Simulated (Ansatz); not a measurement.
**All-electron card of In$_{2}$Au**

```
In Au
1.0
     0.00000    3.25100    3.25100
     3.25100    0.00000    3.25100
     3.25100    3.25100    0.00000
In Au
2 1
Direct
  0.25000 0.25000 0.25000
  0.75000 0.75000 0.75000
  0.00000 0.00000 0.00000
```

Atoms are numbered in the order listed.

The conventional cell has a = 6.502 Å, b = 6.502 Å, c = 6.502 Å, α = 90.00°, β = 90.00°, γ = 90.00°. In (atom 1) has 4 Au at 2.82 Å as nearest neighbours. Au (atom 3) is surrounded by 8 In at 2.82 Å.

The cell is COD entry 9009001, as deposited and not checked against the literature; nothing was relaxed.

No spin–orbit coupling, which matters for the heavy atoms here.

All numbers are computed: DFT, LDA, all-electron LAPW, scalar-relativistic (Ansatz 0.2.0); DFT, LDA, PAW with Ansatz's default frozen-core files, scalar-relativistic (Ansatz 0.2.0).

For LAPW: a Γ-centred 10×10×10 k mesh, Fermi–Dirac smearing of 0.05 eV, basis error target 0.5 meV/atom, no spin polarisation. PAW takes a cutoff of 420 eV at this cell (files made with PBE, cores remade for this functional). The Ansatz runs share mesh, smearing and spin set-up. Values come from LAPW unless marked.

```
Pressure at this cell                                                                                                  : -1.32 GPa
Band gap                                                                                                               : none: with an odd electron count and no spin polarisation the bands can't all be full, a metal in this set-up (in compounds, spin order or a distortion in a larger cell can open a gap)
Density of states at the Fermi level (0.2 eV bin)                                                                      : 1.00 states/eV per cell
Löwdin charges (with 0.13 e of the cell spilling out of the atomic basis, so their sizes and signs hang on that basis) : In1 -0.27, Au3 0.66 e
Bader charges (from the PAW run)                                                                                       : In1 +0.50, Au3 -1.00 e
Volume per atom                                                                                                        : 154.6 bohr³
```
